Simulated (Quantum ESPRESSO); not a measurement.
Zr2TaF3O5, convergence and cost over cutoff and k mesh

A calculation, not a measurement. The program is pw.x of Quantum ESPRESSO 7.5 (plane-wave density functional theory). The cell is made up: 11 atoms on a fluorite lattice with one site empty, with randomly drawn elements, strain and displacements, not relaxed. PseudoDojo standard norm-conserving files (v0.5 for PBE, v0.4.1 for LDA and PBEsol) set the functional; there is no spin polarisation, spin-orbit coupling or dispersion term, and the masses in the input are unused placeholders.

Input of the run in row 2:

```
&control calculation='scf', pseudo_dir='./dojo.nc.sr.pbe.v0_5.standard.upf', outdir='./o', disk_io='medium', tprnfor=.true., tstress=.true. /
&system ibrav=0, nat=11, ntyp=4, nbnd=50, ecutwfc=84.00895049, nosym=.true., tot_charge=0,
 occupations='smearing', smearing='fd', degauss=0.0018374661
/
&electrons conv_thr=7.350e-09, electron_maxstep=60, /
ATOMIC_SPECIES
F 1.0 F.upf
O 1.0 O.upf
Ta 1.0 Ta.upf
Zr 1.0 Zr.upf
CELL_PARAMETERS angstrom
5.2506 0.0 0.0
0.0 5.2506 0.0
0.0 0.0 5.2506
ATOMIC_POSITIONS angstrom
Zr 0.0626 -0.0537 -0.0195
Zr 2.5554 -0.0724 2.4389
Ta 2.7153 2.73 -0.1112
F 1.3379 1.2341 1.2533
O 1.3999 1.353 3.9322
F 1.3662 3.8852 1.3911
O 1.1821 3.9245 3.9966
O 3.9998 1.3075 1.3556
O 4.007 1.2278 3.9091
O 3.9923 4.1393 1.372
F 3.8534 3.9044 3.8519
K_POINTS automatic
4 4 4 1 1 1
```

The same cell was run at these settings. Meshes are shifted by half a step, and differences are from the last row, which is itself not exact.

| cutoff (eV) | k mesh | k points solved | threshold (eV) | free energy less the last row's (eV) | pressure (GPa) | largest stress difference (GPa) | largest force difference (eV/Å) | iterations | wall time (s) | k-point pools | processor |
| --- | --- | --- | --- | --- | --- | --- | --- | --- | --- | --- | --- |
| 800 | 2 x 2 x 2 | 4 | 1e-04 | 1.307 | -29.81 | 12.11 | 0.132 | 15 | 96 | 1 | AMD EPYC, Zen 5 class |
| 1143 | 4 x 4 x 4 | 32 | 1e-07 | 0.001 | -17.80 | 0.03 | 0.006 | 18 | 1054 | 1 | AMD EPYC, Zen 5 class |
| 1467 | 6 x 6 x 6 | 108 | 1e-07 | 0.000 | -17.77 | 0.00 | 0.000 | 18 | 6040 | 1 | AMD EPYC, Zen 5 class |

Each pool is one process. Wall times include start-up and a band step at six k points, which weighs most on the coarsest meshes. The runs were on shared virtual cores whose load varied, so times are rough.